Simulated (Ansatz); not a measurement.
All numbers below come from DFT PBE, scalar-relativistic, plane waves, PAW (Ansatz 0.2.0). Settings: cutoff 420 eV, Γ-centred meshes spaced at most about 0.3 Å⁻¹, and about 0.25 Å⁻¹ or finer for metals (2π included), Gaussian smearing. No spin polarisation in the final relaxations.

These are static total energies at zero pressure.

Compare these two cells of Ta₂Al₃, each relaxed at this level.

A.

Space group P6/mmm (No. 191). a = 5.405 Å, b = 5.405 Å, c = 4.920 Å, α = 90.00°, β = 90.00°, γ = 120.00°
```tsv
atom	site	symmetry	x	y	z
Ta	1b	6/mmm	0.0000	0.0000	0.5000
Ta	1a	6/mmm	0.0000	0.0000	0.0000
Al	3g	mmm	0.5000	0.0000	0.5000
```

B.

Space group P-3m1 (No. 164). a = 4.523 Å, b = 4.523 Å, c = 5.546 Å, α = 90.00°, β = 90.00°, γ = 120.00°
| atom | site | symmetry | x | y | z |
| --- | --- | --- | --- | --- | --- |
| Ta | 2d | 3m. | 0.6667 | 0.3333 | 0.8850 |
| Al | 2d | 3m. | 0.6667 | 0.3333 | 0.3827 |
| Al | 1a | -3m. | 0.0000 | 0.0000 | 0.0000 |

Question: Which would you expect to be lower, and how large is the difference?

Answer: B is lower, by 0.74 eV/atom. A has space group P6/mmm (No. 191), 24.9 Å³/atom and no gap on its mesh; B has space group P-3m1 (No. 164), 19.6 Å³/atom and no gap. Counting all near atoms (those within 1.25 times the shortest distance at each site; a plus sign parts nearer from farther groups; a slash parts the counts of unlike sites), A has Ta 2/8, Al 6 and B has Ta 11, Al 6/8+3. The denser one is the lower, and pressure would at first widen the difference. Even the lower one lies +0.11 eV/atom against the reference forms of the elements (uncorrected), so neither is stable at this level. Both come from invented guesses.

These runs have no spin–orbit coupling, which can matter for Ta. Cells relaxed within their symmetry can be saddle points.
